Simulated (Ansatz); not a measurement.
This cell of PbTe (rock salt) is off equilibrium:

```
PbTe
1.0
    0.00000     6.56902     6.56902
    3.28451     3.28451     6.56902
    3.28451     3.28451     0.00000
Te Pb
2 2
Direct
  0.01269   0.98731   0.01269
  0.48731   0.01269   0.98731
  0.00325   0.49675   0.50325
  0.49675   0.50325   0.49675
```

Method: PBE (plane waves to 420 eV, PAW, scalar-relativistic; Ansatz, a quantum-chemistry and plane-wave program). k mesh 9×9×9 (Γ-centred), Fermi-Dirac smearing 0.05 eV. Compression counts positive. PbTe was relaxed with its symmetry unable to fall. Spin-orbit coupling is left out, though Pb and Te are heavy.

Task: What forces act on the atoms (eV/Å, Cartesian)?

Result: 
```json
[
 {"atom": "Te1", "Fx": "0.000", "Fy": "-0.146", "Fz": "0.000"},
 {"atom": "Te2", "Fx": "0.000", "Fy": "0.146", "Fz": "0.000"},
 {"atom": "Pb3", "Fx": "0.000", "Fy": "-0.067", "Fz": "0.000"},
 {"atom": "Pb4", "Fx": "0.000", "Fy": "0.067", "Fz": "0.000"}
]
```

(For displaced atoms, the force is minus the slope of the energy, and its curvature is a force constant, which sets phonon frequencies.)
